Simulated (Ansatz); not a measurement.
TaC:
```
CELL_PARAMETERS angstrom
      0.00000     2.21982     2.21982
      2.21982     0.00000     2.21982
      2.21982     2.21982     0.00000
ATOMIC_POSITIONS crystal
  C  0.00000 0.00000 0.00000
  Ta 0.50000 0.50000 0.50000
```

Relaxed with PBEsol. Special points in fractions of this cell's reciprocal vectors: Γ (0.000, 0.000, 0.000); X (0.500, 0.000, 0.500); U (0.625, 0.250, 0.625); K (0.375, 0.375, 0.750); L (0.500, 0.500, 0.500); W (0.500, 0.250, 0.750).

Question: List the band energies nearest the Fermi level at these points for DFT-PBEsol in the program Ansatz with PAW potentials.

Answer: In eV from the Fermi level; about four levels below and three above (degenerate sets whole), none deeper than 8.9 eV; … stands for higher levels left out; points with the same levels are listed once.

| k | below | above |
|---|---|---|
| Γ | -1.33 -1.33 -1.33 -0.41 -0.41 -0.41 | … |
| X | -4.60 -4.57 -1.70 -1.70 | 2.70 4.21 4.21 |
| U | -5.91 -4.87 -3.81 -0.58 | 3.24 4.10 6.43 |
| L | -8.78 -5.50 -5.50 | 2.81 2.81 3.80 |
| W | -5.29 -4.98 -4.98 | 1.68 1.68 4.23 |

Space group Fm-3m (rock salt). Symmetry was held in the PBEsol relaxation. No spin polarisation was allowed. Scalar-relativistic: spin–orbit coupling is off unless named, which matters more the heavier the elements.

Potentials: the later of the program's two PAW sets.
